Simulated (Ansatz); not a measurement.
Here is the system:

Ga₂O₃:
```cif
data_Ga4O6
_chemical_formula_sum 'Ga4 O6'
_space_group_name_H-M_alt 'P 1'
_space_group_IT_number 1
_cell_length_a 6.31241
_cell_length_b 6.31241
_cell_length_c 5.80805
_cell_angle_alpha 76.602
_cell_angle_beta 103.398
_cell_angle_gamma 152.140
loop_
_space_group_symop_operation_xyz
  'x, y, z'
loop_
_atom_site_label
_atom_site_type_symbol
_atom_site_fract_x
_atom_site_fract_y
_atom_site_fract_z
_atom_site_occupancy
Ga1 Ga 0.34127 0.65873 0.68565 1
Ga2 Ga 0.65873 0.34127 0.31435 1
Ga3 Ga 0.90950 0.09050 0.20526 1
Ga4 Ga 0.09050 0.90950 0.79474 1
O1 O 0.50373 0.49627 0.74376 1
O2 O 0.49627 0.50373 0.25624 1
O3 O 0.82665 0.17335 0.43644 1
O4 O 0.17335 0.82665 0.56356 1
O5 O 0.16417 0.83583 0.10908 1
O6 O 0.83583 0.16417 0.89092 1
```

This is the r²SCAN-relaxed structure.

Problem. All from the program Ansatz at the r²SCAN level (PAW), unless another level is named. Give the band gap.

Solution. 3.03 eV (indirect).

Problem. Predict the smallest direct gap on the standard path.

Solution. 3.06 eV.

Problem. Predict the formation energy from the elements (no fitted shifts).

Solution. -2.06 eV/atom.

Problem. And the conduction-band minimum?

Solution. at Γ.

Space group C2/m. The cell was relaxed with r²SCAN under the symmetry of its start. The references are the lowest solids computed at this level, not always the standard phases (solids in place of the gases). Scalar-relativistic: spin–orbit coupling is off unless named, which matters more the heavier the elements.

Potentials: the earlier of the program's two PAW sets.
